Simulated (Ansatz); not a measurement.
# Relaxing a structure of Zr

The start is a relaxed Zr cell, doubled along one cell vector, shaken by Gaussian noise of σ = 0.08 Å a coordinate. A full variable-cell relaxation at zero pressure is run with PBE (plane waves to 420 eV, PAW, scalar-relativistic; Ansatz, a quantum-chemistry and plane-wave program). The first steps use a coarse 6×12×4 k-mesh.

Initial structure:
```yaml
crystal:
  lattice:
    - [3.19205, -5.41399, 0.00000]
    - [1.59603, 2.70700, 0.00000]
    - [0.00000, 0.00000, 8.08626]
  atoms:
    - { symbol: Zr, position: [0.25292, 0.46220, 0.30620] }
    - { symbol: Zr, position: [0.73073, 0.50390, 0.30878] }
    - { symbol: Zr, position: [0.21393, 0.46182, 0.67306] }
    - { symbol: Zr, position: [0.76515, 0.50212, 0.70042] }
    - { symbol: Zr, position: [0.00182, 0.99833, 0.01300] }
    - { symbol: Zr, position: [0.48716, 0.99398, 0.98502] }
```

### Question
Which atoms feel the largest initial force, and how large is it?

### Answer
1.53 eV/Å, on Zr4 (atoms numbered as listed).

### Question
How does the volume per atom move from start to end?

### Answer
+0.5 %, from 23.29 to 23.40 Å³/atom.

### Question
Is the parent structure recovered?

### Answer
It does not go back: it reaches R-3m (No. 166), AFLOW prototype A_hR3_166_ac (C19, as in Sm), 0.11 eV/atom below the parent.

### Question
How do the shortest distances between atoms change?

### Answer
The closest pairs of elements (up to four, under 3.6 Å), start → end: Zr–Zr 2.83 → 3.19 Å.

### Question
What band gap does the relaxed structure have at this level?

### Answer
No gap (metallic).

### Question
Give the final cell and atomic positions.

### Answer

Space group R-3m, hexagonal axes (No. 166); a = 3.224 Å, b = 3.224 Å, c = 23.398 Å, α = 90.00°, β = 90.00°, γ = 120.00°

| atom | site | symmetry | x | y | z |
|---|---|---|---|---|---|
| Zr | 6c | 3m | 0.0000 | 0.0000 | 0.2228 |
| Zr | 3a | -3m | 0.0000 | 0.0000 | 0.0000 |
(The calculation used a cell of 3 atoms; values per cell refer to that cell.)

Final values are on a 17×17×17 k-mesh of the relaxed cell. No spin polarisation in the result.

The relaxed structure here is a generated cell of Zr: the first start was made by a random draw of sites in a space group, and the end was not matched to a known phase here, so it may be hypothetical. Known forms of Zr include space group No. 194.
